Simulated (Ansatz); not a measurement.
Computed with Ansatz 0.2.0, DFT PBE, scalar-relativistic, plane waves, PAW. Settings: cutoff 420 eV, Γ-centred meshes spaced at most about 0.3 Å⁻¹, and about 0.25 Å⁻¹ or finer for metals (2π included), Gaussian smearing. Collinear spin in cells that started with moments and kept them past the coarse steps, no spin elsewhere.

Temperature and zero-point effects are left out. All come from trial cells, and lower structures may exist.

Problem. These unrelaxed guesses for H4RuCl are each relaxed within their symmetry. Order them by the energy at which they end, lowest first.
1.

```
H Ru Cl
1.0
     3.95558    0.00000    0.00000
     0.00000    3.95558    0.00000
     0.00000    0.00000    3.95558
H Ru Cl
4 1 1
Direct
  0.14800 0.14800 0.14800
  0.14800 0.85200 0.85200
  0.85200 0.85200 0.14800
  0.85200 0.14800 0.85200
  0.00000 0.00000 0.00000
  0.50000 0.50000 0.50000
```

2.

```
H Ru Cl
1.0
     3.83665    0.00000    0.00000
     0.00000    3.83665    0.00000
     0.00000    0.00000    5.43750
H Ru Cl
4 1 1
Direct
  0.50000 0.00000 0.75658
  0.00000 0.50000 0.24342
  0.50000 0.00000 0.24342
  0.00000 0.50000 0.75658
  0.50000 0.50000 0.50000
  0.00000 0.00000 0.00000
```

3.

```
H Ru Cl
1.0
     3.25025    0.00000    0.00000
     0.00000    3.25025    0.00000
     0.00000    0.00000    5.60225
H Ru Cl
4 1 1
Direct
  0.50000 0.00000 0.00000
  0.00000 0.50000 0.00000
  0.00000 0.00000 0.27700
  0.00000 0.00000 0.72300
  0.00000 0.00000 0.00000
  0.50000 0.50000 0.50000
```

4.

```
H Ru Cl
1.0
     3.24656    0.00000    0.00000
    -1.62328    2.81160    0.00000
     0.00000    0.00000    6.76174
H Ru Cl
4 1 1
Direct
  0.33333 0.66667 0.73408
  0.33333 0.66667 0.26592
  0.66667 0.33333 0.73408
  0.66667 0.33333 0.26592
  0.00000 0.00000 0.00000
  0.00000 0.00000 0.50000
```

Solution. 2 (ends in P4/mmm, 0 meV/atom), 4 (ends in P6/mmm, 260 meV/atom), 1 (ends in P-43m, 0.40 eV/atom), 3 (ends in P4/mmm, 0.45 eV/atom). Even the lowest end lies +0.21 eV/atom against the elements.

No dispersion correction is applied, so the spacing and binding between layers, chains or molecules are poorly described (P4/mmm at 11.3 Å³/atom, P-43m), and this can change margins and order among such cells. With hydrogen, zero-point motion can shift such differences by 10 meV/atom or more. The magnetic state reached may not be the lowest. Cells relaxed within their symmetry can be saddle points. Some structure types and database cells were kept out of the candidates from the start, so a known form may be missing.
